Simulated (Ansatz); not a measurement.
The start is a relaxed CdS cell with every coordinate shifted by Gaussian noise of σ = 0.1 Å. Cell shape, volume and atoms are optimised at zero target pressure with PBEsol (plane waves to 420 eV, PAW, scalar-relativistic; Ansatz, a quantum-chemistry and plane-wave program). The first steps use a coarse 7×7×7 k-mesh.

Input geometry:
```
CELL_PARAMETERS angstrom
      0.00000     2.91239     2.91239
      2.91239     0.00000     2.91239
      2.91239     2.91239     0.00000
ATOMIC_POSITIONS crystal
  S  0.75578 0.73832 0.75358
  Cd 0.99269 0.01534 0.01066
```

| Quantity | Result |
|---|---|
| Energy released | 0.015 eV/atom |
| Relative to the parent | The parent structure is recovered, F-43m (No. 216) |
| Shortest distances (start → end) | The closest pairs of elements (up to four, under 3.6 Å), start → end: Cd–S 2.43 → 2.52 Å |
| Optimiser moves | 3 |

Relaxed structure:

```cif
data_Cd4S4
_chemical_formula_sum 'S4 Cd4'
_space_group_name_H-M_alt 'F-43m'
_space_group_IT_number 216
_space_group_name_Hall 'F -4 2 3'
_cell_length_a 5.82421
_cell_length_b 5.82421
_cell_length_c 5.82421
_cell_angle_alpha 90.000
_cell_angle_beta 90.000
_cell_angle_gamma 90.000
loop_
_atom_site_label
_atom_site_type_symbol
_atom_site_symmetry_multiplicity
_atom_site_Wyckoff_symbol
_atom_site_fract_x
_atom_site_fract_y
_atom_site_fract_z
_atom_site_occupancy
S1 S 4 b 0.50000 0.50000 0.50000 1
Cd1 Cd 4 d 0.75000 0.75000 0.75000 1
```
(The calculation used a cell of 2 atoms; values per cell refer to that cell.)

Final values are on a 10×10×10 k-mesh of the relaxed cell. No spin polarisation in the result.
